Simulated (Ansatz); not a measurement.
Consider the following.

LaHg (CsCl type, space group No. 221), a = 3.8369 Å, b = 3.8369 Å, c = 3.8369 Å, α = 90.00°, β = 90.00°, γ = 90.00°.

This is the PBEsol-relaxed structure.

All from PBEsol in the plane-wave PAW code Ansatz, unless another level is named. Estimate the Young's modulus.

46.2 GPa.

Give the highest zone-centre frequency.

80 cm⁻¹.

Predict the elastic constants (relaxed ions, GPa).

C11 = 69.6, C12 = 52.4, C44 = 26.5.

Space group Pm-3m (CsCl type). The workflow started from an entry of the Crystallography Open Database (COD). Whether it is the stable phase at ambient conditions was not checked. Symmetry was held in the PBEsol relaxation; of distortions, only those at the zone centre were tested. As this level gives no gap, shear constants depend on the k-mesh and smearing (Fermi–Dirac, 0.1 eV here). As this level gives no gap, phonon frequencies hold no LO–TO term and depend on the k-mesh and smearing (Fermi–Dirac, 0.1 eV here). Spin–orbit coupling is left out wherever it is not named.

Potentials: the later of the program's two PAW sets.
